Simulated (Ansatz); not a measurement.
VPt₃:
```yaml
crystal:
  lattice:
    - [1.37305, 0.79273, 9.03050]
    - [-1.37305, 0.79273, 9.03050]
    - [0.00000, -1.58546, 9.03050]
  atoms:
    - { symbol: V, position: [0.00000, 0.00000, 0.00000] }
    - { symbol: Pt, position: [0.25617, 0.25617, 0.25617] }
    - { symbol: Pt, position: [0.74383, 0.74383, 0.74383] }
    - { symbol: Pt, position: [0.50000, 0.50000, 0.50000] }
```

Relaxed with r²SCAN.

Problem. Map the electron localisation function on the plane through (0.000, 0.000, 0.000) spanned by u = [1, 0, 0] and v = [-1, 1, 1] in lattice vectors, from plane-wave PAW r²SCAN (Ansatz code).

Solution. x is the fraction of u, y of v (the angle between them is 29°; rows are the nearest grid lines); atoms in the plane: V at (0.00, 0.00), Pt at (0.51, 0.26), Pt at (0.49, 0.74), Pt at (0.00, 0.50).
```
y \ x   0.000  0.100  0.175  0.275  0.375  0.450  0.550  0.625  0.725  0.825  0.900   1.00
------  -----  -----  -----  -----  -----  -----  -----  -----  -----  -----  -----  -----
1.00    0.665  0.172  0.302  0.249  0.161  0.268  0.268  0.161  0.249  0.302  0.172  0.665
0.925   0.490  0.745  0.130  0.328  0.363  0.198  0.285  0.244  0.118  0.267  0.307  0.490
0.850   0.293  0.315  0.359  0.406  0.643  0.551  0.232  0.280  0.184  0.147  0.273  0.293
0.775   0.293  0.246  0.107  0.274  0.460  0.674  0.399  0.232  0.261  0.185  0.181  0.293
0.700   0.238  0.263  0.237  0.374  0.452  0.463  0.672  0.360  0.247  0.354  0.262  0.238
0.625   0.258  0.252  0.242  0.253  0.421  0.443  0.568  0.605  0.215  0.467  0.633  0.258
0.550   0.650  0.231  0.249  0.229  0.293  0.320  0.402  0.345  0.264  0.260  0.640  0.650
0.450   0.650  0.640  0.260  0.264  0.345  0.402  0.320  0.293  0.229  0.249  0.231  0.650
0.375   0.258  0.633  0.467  0.215  0.605  0.568  0.443  0.421  0.253  0.242  0.252  0.258
0.300   0.238  0.262  0.354  0.247  0.360  0.672  0.463  0.452  0.374  0.237  0.263  0.238
0.225   0.293  0.181  0.185  0.261  0.232  0.399  0.674  0.460  0.274  0.107  0.246  0.293
0.150   0.293  0.273  0.147  0.184  0.280  0.232  0.551  0.643  0.406  0.359  0.315  0.293
0.0750  0.490  0.307  0.267  0.118  0.244  0.285  0.198  0.363  0.328  0.130  0.745  0.490
0.000   0.665  0.172  0.302  0.249  0.161  0.268  0.268  0.161  0.249  0.302  0.172  0.665
```

The density is the valence pseudo-density with augmentation charge, so density and ELF within about 1 Å of a nucleus are not all-electron values.

Space group R-3m. The first step of the workflow began from a Materials Project structure, measured or hypothetical; the Crystallography Open Database copy checked does not list it. COD files the formula under space group No. 139, 221. Whether it is the stable phase at ambient conditions was not checked. Symmetry was held in the r²SCAN relaxation; its stability against distortions is not shown here. The run is not spin-polarised. Scalar-relativistic: spin–orbit coupling is off unless named, which matters more the heavier the elements.

Potentials: the later of the program's two PAW sets.
